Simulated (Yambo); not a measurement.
Input:

```
CaO
1.0
    0.00000     2.31000     2.31000
    2.31000     0.00000     2.31000
    2.31000     2.31000     0.00000
O Ca
1 1
Direct
  0.50000   0.50000   0.50000
  0.00000   0.00000   0.00000
```

Workflow: PBEsol (Quantum ESPRESSO, PseudoDojo norm-conserving, 84 Ry, scalar-relativistic), then G0W0 in Yambo (6×6×6 Γ-centred k mesh, 64 bands and a 10 Ry block in the screening, 64 bands in G with the Bruneval-Gonze terminator, plasmon pole fitted at 27.2 eV).

Task: Give the PBEsol and G0W0 gaps between the band edges found on this mesh, and say where the edges lie.

Result: Edges: Γ → X. PBEsol: 3.48 eV; G0W0: 5.87 eV. Convergence of the G0W0 settings was not tested. 

Geometry strained from the cell relaxed with PBEsol, atoms relaxed again.
